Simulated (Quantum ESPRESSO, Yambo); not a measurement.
WS2 (space group P6_3/mmc, No. 194): one geometry, one set of LDA (pw.x of Quantum ESPRESSO, ONCV potentials, no spin-orbit coupling) orbitals, self-energies from Yambo (6×6×1 Γ-centred k mesh, bands 3 to 215 and a 8 Ry block in the screening, 215 bands in G with the Bruneval-Gonze terminator, plasmon pole fitted at 27.2 eV).

| level | gap Γ → (0.167, 0.167, 0) (eV) | direct gap at K (eV) |
|---|---|---|
| LDA (Quantum ESPRESSO) | 1.15 | 1.72 |
| exchange only (Hartree-Fock self-energy on LDA orbitals) | 5.70 | 6.42 |
| static COHSEX@LDA | … | … |
| G0W0@LDA, plasmon pole | 1.57 | 2.30 |
| G0W0@LDA, multipole fit to 8 frequencies, no terminator | … | … |
| G0W0@LDA, plasmon pole, no terminator | 1.56 | 2.34 |

**Question.** What belongs in the gaps?

**Answer.** 
- static COHSEX@LDA, gap Γ → (0.167, 0.167, 0) (eV): 1.86
- static COHSEX@LDA, direct gap at K (eV): 2.51
- G0W0@LDA, multipole fit to 8 frequencies, no terminator, gap Γ → (0.167, 0.167, 0) (eV): 1.54
- G0W0@LDA, multipole fit to 8 frequencies, no terminator, direct gap at K (eV): 2.28

Bare exchange has no screening and gives the widest gap; static COHSEX screens it but leaves out the frequency dependence, which G0W0 restores.

Nearest settings tried, and what they do to the gap: 138 bands in G: -1 meV; 82 bands in W, 82 bands in G: +1 meV; 3 Ry block (79 vectors against 305): -103 meV. Not varied: mesh. So the settings aren't converged at that level.

Geometry of the Materials Project entry, not relaxed at this level; primitive cell a = 3.1842 Å, b = 3.1842 Å, c = 12.9783 Å, α = 90.00°, β = 90.00°, γ = 120.00°.

The distance between layers or molecules is the database entry's, not relaxed here. Functionals without dispersion can leave it too large, which widens gaps and weakens the response across layers: the numbers belong to this cell.
